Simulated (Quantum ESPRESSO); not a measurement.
Kohn-Sham bands of CdI2 (CdI2 type)

```yaml
crystal:
  lattice:
    - [4.29101, 0.00000, 0.00000]
    - [-2.14551, 3.71612, 0.00000]
    - [0.00000, 0.00000, 7.30358]
  atoms:
    - { symbol: Cd, position: [0.00000, 0.00000, 0.00000] }
    - { symbol: I, position: [0.33333, 0.66667, 0.23579] }
    - { symbol: I, position: [0.66667, 0.33333, 0.76421] }
```

Materials Project entry mp-567259; symmetrised, unrelaxed at this level. COD (Crystallography Open Database) has the formula in 5 space groups, this one among them (matched by group alone). Level: PBEsol, spinors with spin-orbit coupling; pw.x of Quantum ESPRESSO at 82 Ry with PseudoDojo potentials, 6×6×4 k-points, Wannier90. Density: 12×12×4 mesh, cold smearing 0.01 Ry. The cell is built of weakly bound layers, chains or molecules, whose nearest atoms lie 4.59 Å apart. Database cells relaxed without dispersion often hold them too far apart, which can enlarge gaps and weakens couplings between them; spacing and stacking were not compared with the measured crystal.

Problem. List the Kohn-Sham levels between −8 and 5.0 eV relative to the valence-band maximum at the high-symmetry points, as a band run of pw.x on that density gives them (levels within 2 meV counted together).

Solution. 
```
point  k (reciprocal lattice)                                                                                                                                    levels (eV)
-----  ----------------------  ---------------------------------------------------------------------------------------------------------------------------------------------
Γ           0.000 0.000 0.000               -7.49 (×2), -7.38 (×2), -7.35 (×2), -3.86 (×2), -1.41 (×2), -0.80 (×2), -0.28 (×2), -0.26 (×2), -0.07 (×2), 2.04 (×2), 4.04 (×2)
M           0.500 0.000 0.000   -7.93 (×2), -7.44 (×2), -7.31 (×2), -7.22 (×2), -4.09 (×2), -3.18 (×2), -2.14 (×2), -1.55 (×2), -1.09 (×2), -0.32 (×2), 2.20 (×2), 4.59 (×2)
K           0.333 0.333 0.000  -8.00 (×2), -7.98 (×2), -7.35 (×2), -7.32 (×2), -7.29 (×2), -4.05 (×2), -2.77 (×2), -2.44 (×2), -2.18 (×2), -1.18 (×2), -1.05 (×2), 2.45 (×2)
A           0.000 0.000 0.500                -7.49 (×2), -7.38 (×2), -7.35 (×2), -3.42 (×2), -1.92 (×2), -0.81 (×2), -0.73 (×2), -0.32 (×2), 0.00 (×2), 2.95 (×2), 4.03 (×2)
L           0.500 0.000 0.500   -7.93 (×2), -7.44 (×2), -7.31 (×2), -7.22 (×2), -4.15 (×2), -3.37 (×2), -1.87 (×2), -1.30 (×2), -1.08 (×2), -0.39 (×2), 2.00 (×2), 4.58 (×2)
H           0.333 0.333 0.500  -8.00 (×2), -7.98 (×2), -7.34 (×2), -7.31 (×2), -7.28 (×2), -3.98 (×2), -2.99 (×2), -2.69 (×2), -2.38 (×2), -0.77 (×2), -0.56 (×2), 2.92 (×2)
```
